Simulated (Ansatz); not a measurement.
One crystal and one scan (scan of one atom of the cell) at two levels, r2SCAN (plane waves to 500 eV, PAW, scalar-relativistic; Ansatz, a program for electronic structure) and PBE (plane waves to 420 eV, PAW, scalar-relativistic; Ansatz), each from its own relaxed cell and on its own mesh. The cell shown is that of r2SCAN.

Starting cell, LiCl (rock salt):

```
CELL_PARAMETERS angstrom
      0.00000     2.55614     2.55614
      2.55614     0.00000     2.55614
      2.55614     2.55614     0.00000
ATOMIC_POSITIONS crystal
  Cl 0.00000 0.00000 0.00000
  Li 0.50000 0.50000 0.50000
```

In this cell atom 1 (Cl, nearest neighbour Li at 2.556 Å; its periodic images, 3.6 Å or more away, move with it) is moved by s along Cartesian z, unit vector (0.000, 0.000, 1.000); all other atoms and the cell stay fixed.

E stands for the smeared free energy. LiCl was relaxed with its symmetry unable to fall. Percentages come from the unrounded values.

Results of r2SCAN:

* **Lattice constant a (Å)**: 5.112
* **Band gap of the relaxed cell, no spin-orbit coupling (eV)**: 7.29
* **Force constant k = d²E/ds² at s = 0 (finite differences) (eV/Å²)**: 0.79
* **Zone-centre optical wavenumber from k (transverse: no LO-TO term) (cm⁻¹)**: 192
* **Shape of the curve**: a single well with its minimum at or next to zero displacement

Problem. What does PBE give for the same quantities?

Solution. 
| quantity | PBE | r2SCAN − PBE |
|---|---|---|
| Lattice constant a (Å) | 5.150 | -0.038 (-0.7 %) |
| Band gap of the relaxed cell, no spin-orbit coupling (eV) | 6.26 | +1.03 (+17 %) |
| Force constant k = d²E/ds² at s = 0 (finite differences) (eV/Å²) | 0.59 | +0.20 (+33 %) |
| Zone-centre optical wavenumber from k (transverse: no LO-TO term) (cm⁻¹) | 167 | +25 (+15 %) |

r2SCAN gives the higher value for: band gap of the relaxed cell, no spin-orbit coupling; force constant k = d²E/ds² at s = 0; zone-centre optical wavenumber from k. r2SCAN gives the lower value for: lattice constant a. Both give the same shape of the curve: a single well with its minimum at or next to zero displacement. Neither level is exact: the differences show how much the result hangs on the functional.

(For displaced atoms, the force is minus the slope of the energy, and its curvature is a force constant, which sets phonon frequencies.)
